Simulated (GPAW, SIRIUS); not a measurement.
This is a calculation of Ga3Se for GPAW 26.7.0 (ASE script). The cell comes from a database or a generator and needn't be the stable form of this composition.

File run.py:

```python
from ase import Atoms
from ase.dft.bandgap import bandgap
from ase.io import write
from ase.units import Bohr, GPa
from gpaw import GPAW, PW
from gpaw.elf import elf_from_dft_calculation

atoms = Atoms(['Se', 'Ga', 'Ga', 'Ga'],
              cell=[[4.432465, 0.0, 0.0],
                    [0.0, 4.432465, 0.0],
                    [0.0, 0.0, 4.432465]],
              scaled_positions=[[0.0, 0.0, 0.0],
                                [0.5, 0.5, 0.0],
                                [0.5, 0.0, 0.5],
                                [0.0, 0.5, 0.5]],
              pbc=True)

calc = GPAW(mode=PW(600),
            xc='PBE',
            kpts={'size': (6, 6, 6), 'gamma': True},
            occupations={'name': 'fermi-dirac', 'width': 0.05},
            nbands=18,
            convergence={'density': 1e-05, 'energy': 1e-05},
            maxiter=150,
            txt='gpaw.txt')
atoms.calc = calc
energy = atoms.get_potential_energy()
forces = atoms.get_forces()
stress = atoms.get_stress()
calc.write('gs.gpw')
write('result.traj', atoms)
print(f'Energy: {energy:.6f} eV')
print('Forces (eV/A):')
print(forces.round(4))
print('Stress (GPa):', (stress / GPa).round(3))
print('Fermi level:', round(calc.get_fermi_level(), 4), 'eV')
print(f'Gap: {bandgap(calc)[0]:.4f} eV, direct: {bandgap(calc, direct=True)[0]:.4f} eV')

# fields on the real-space grid
write('density.cube', atoms, data=calc.get_pseudo_density() * Bohr**3)
write('potential.cube', atoms, data=calc.get_electrostatic_potential())
write('elf.cube', atoms, data=elf_from_dft_calculation(calc).data)
```

Potentials or basis: GPAW PAW data sets (gpaw-data 1.2.1), pw.

The run is started by

```console
$ OMP_NUM_THREADS=1 python run.py
```

Translate it to SIRIUS 7.10.0. Potentials or basis there: PseudoDojo 0.4.1 PBE standard (scalar relativistic), cutoff 1177 eV.

As run (cutoffs and basis follow the program's own potentials, and thresholds, step limits or extra output files can differ):

The input sirius.json:

```json
{
  "control": {
    "processing_unit": "cpu",
    "verbosity": 2,
    "num_bands_to_print": 38,
    "print_forces": true,
    "print_stress": true
  },
  "parameters": {
    "electronic_structure_method": "pseudopotential",
    "xc_functionals": ["XC_GGA_X_PBE", "XC_GGA_C_PBE"],
    "gk_cutoff": 9.3,
    "pw_cutoff": 18.6,
    "ngridk": [6, 6, 6],
    "shiftk": [0, 0, 0],
    "smearing": "fermi_dirac",
    "smearing_width": 0.0018374661,
    "num_bands": 38,
    "num_mag_dims": 0,
    "num_dft_iter": 100,
    "energy_tol": 1e-08,
    "density_tol": 1e-06
  },
  "iterative_solver": {
    "type": "davidson",
    "min_tolerance": 1e-09,
    "tolerance_scale": [0.1, 0.25]
  },
  "mixer": {
    "type": "anderson",
    "beta": 0.7,
    "max_history": 8
  },
  "settings": {
    "tol_ne": 1e-10,
    "pseudo_grid_cutoff": 6.5
  },
  "unit_cell": {
    "lattice_vectors": [
      [8.376144906989, 0.0, 0.0],
      [0.0, 8.376144906989, 0.0],
      [0.0, 0.0, 8.376144906989]
    ],
    "atom_coordinate_units": "lattice",
    "atom_types": ["Se", "Ga"],
    "atom_files": {
      "Ga": "Ga.json",
      "Se": "Se.json"
    },
    "atoms": {
      "Se": [
        [0.0, 0.0, 0.0]
      ],
      "Ga": [
        [0.5, 0.5, 0.0],
        [0.5, 0.0, 0.5],
        [0.0, 0.5, 0.5]
      ]
    }
  }
}
```

Potentials or basis: PseudoDojo 0.4.1 PBE standard (scalar relativistic).

The run is started by

```console
$ upf_to_json Ga.upf
$ upf_to_json Se.upf
$ OMP_NUM_THREADS=1 sirius.scf --input=sirius.json --output=out.json --task=0
```

Both were run:

|  | GPAW | SIRIUS |
| --- | --- | --- |
| Pressure | -0.9 GPa | -0.6 GPa |

The potentials hold 15 and 55 valence electrons a cell.

Pressure is positive in compression.
